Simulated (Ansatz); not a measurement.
The start is a relaxed TaAs cell, doubled along one cell vector, shaken by Gaussian noise of σ = 0.08 Å a coordinate. A full variable-cell relaxation at zero pressure is run with r2SCAN (plane waves to 500 eV, PAW, scalar-relativistic; Ansatz, a program for electronic structure). First-step values are on the input's coarse k-mesh.

Ansatz input (later rounds restart from its end on a renewed k-mesh):
Ansatz 0.2 input:
```yaml
crystal:
  lattice:
    - [5.6385079925, 0, 0]
    - [-5.6385079924, 9.7661823219, 0]
    - [0, 0, 4.2247094773]
  atoms:
    - { symbol: Ta, position: [0.4594018581, -0.0131459522, -0.0095980375] }
    - { symbol: Ta, position: [0.4880677794, 0.5022128331, -0.0006907494] }
    - { symbol: Ta, position: [0.5048591379, 0.2405383424, 0.0332344996] }
    - { symbol: Ta, position: [0.5033855233, 0.7428419642, -0.0091206532] }
    - { symbol: Ta, position: [-0.0003039463, 0.265168682, -0.0211782072] }
    - { symbol: Ta, position: [0.007417983, 0.74545957, -0.0050120285] }
    - { symbol: As, position: [-0.0132539141, -0.0039826174, -0.0137345645] }
    - { symbol: As, position: [-0.0069971572, 0.4921350156, -0.0048110779] }
    - { symbol: As, position: [0.3172944316, 0.3281334091, 0.4724680847] }
    - { symbol: As, position: [0.3237797757, 0.8350766004, 0.5368050865] }
    - { symbol: As, position: [0.6718033677, 0.1680789013, 0.4959050035] }
    - { symbol: As, position: [0.6636710247, 0.6741509335, 0.4978262721] }
basis: { ecutwfc: 500, ecutrho_ratio: 4, xc_grid: 4, fft_grid_basis: typed }
kpoints: { mp_grid: { grid: [5, 3, 6] } }
hamiltonian:
  xc: r2scan
  dispersion: none
  pseudopotentials: { azcp: { folder: ./paw }, kind: paw }
scf: { occupations: { method: fermi_dirac, width: 0.05 } }
relax: { f_tol: 0.01, max_steps: 100, cell: { stress_tol: 0.02 } }
output: { forces: true, stress: true }
```

- Largest initial force = about 3.4 eV/Å, on As10 (atoms numbered as listed)
- Energy released = 0.11 eV/atom
- Relative to the parent = It returns to the parent structure, P6/mmm (No. 191)
- Shortest distances (start → end) = The closest pairs of elements (up to four, under 3.6 Å), start → end: As–Ta 2.42 → 2.67 Å; Ta–Ta 2.64 → 2.82 Å; As–As 3.15 → 3.26 Å
- Band gap at the end = zero (metallic)
- Optimiser moves = 7

Final structure:

```cif
data_As3Ta3
_chemical_formula_sum 'Ta3 As3'
_space_group_name_H-M_alt 'P6/mmm'
_space_group_IT_number 191
_space_group_name_Hall '-P 6 2'
_cell_length_a 5.63856
_cell_length_b 5.63856
_cell_length_c 4.22463
_cell_angle_alpha 90.000
_cell_angle_beta 90.000
_cell_angle_gamma 120.000
loop_
_atom_site_label
_atom_site_type_symbol
_atom_site_symmetry_multiplicity
_atom_site_Wyckoff_symbol
_atom_site_fract_x
_atom_site_fract_y
_atom_site_fract_z
_atom_site_occupancy
Ta1 Ta 3 g 0.50000 0.50000 0.50000 1
As1 As 1 b 0.00000 0.00000 0.50000 1
As2 As 2 c 0.33333 0.66667 0.00000 1
```

Final values are on a 10×10×11 k-mesh of the relaxed cell. No spin polarisation in the result.

The relaxed structure here is a generated cell of TaAs: the first start was made by placing the elements on the sites of a structure type, and the end was not matched to a known phase here, so it may be hypothetical. Known forms of TaAs include space group No. 109.
